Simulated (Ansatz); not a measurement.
Sn:
```xyz
2
Lattice="0.0000 3.2841 3.2841 3.2841 0.0000 3.2841 3.2841 3.2841 0.0000" Properties=species:S:1:pos:R:3 pbc="T T T"
Sn     3.2841     3.2841     3.2841
Sn     4.9261     4.9261     4.9261
```

Relaxed with r²SCAN. Plane-wave PAW r²SCAN (Ansatz code) gives no gap.

Problem. What gap does HSE06 give on the same cell (Ansatz, PAW)?

Solution. It stays without a gap at the points solved. The hybrid was solved on a coarser mesh and at special points; its gap is the smallest among all of these. On such a mesh it can open a false gap in a semimetal.

| k | v1 r²SCAN | c1 r²SCAN | v1 HSE06 | c1 HSE06 |
|---|---|---|---|---|
| Γ | 0.00 | 0.00 | 0.00 | 0.00 |
| X | -2.56 | 0.95 | … | … |
| L | -1.22 | 0.06 | … | … |
| W | -3.11 | 3.54 | … | … |
| K | -2.20 | 1.23 | … | … |

Problem. Top valence (v1) and lowest conduction level (c1) in eV from each method's valence maximum (which need not be a listed point): supply the withheld HSE06 values.

Solution. 
- L, v1 HSE06: -1.25
- L, c1 HSE06: 0.29
- X, v1 HSE06: -2.66
- X, c1 HSE06: 1.19
- W, v1 HSE06: -3.24
- W, c1 HSE06: 3.92
- K, v1 HSE06: -2.28
- K, c1 HSE06: 1.48

Cost on shared cores: the r²SCAN run (SCF on a 11×11×11 mesh, then bands and DOS) about 22 core-seconds (a rough figure), the HSE06 run (SCF on 6×6×6, then a few points) around 70 core-seconds (rough); the tasks are unlike.

Space group Fd-3m (diamond). This is a known low-temperature phase of the composition, computed here at zero pressure and temperature. The cell was relaxed with r²SCAN under the symmetry of its start; of distortions, only those at the zone centre were tested. Scalar-relativistic: spin–orbit coupling is off unless named, which matters more the heavier the elements.

Potentials: the earlier of the program's two PAW sets.
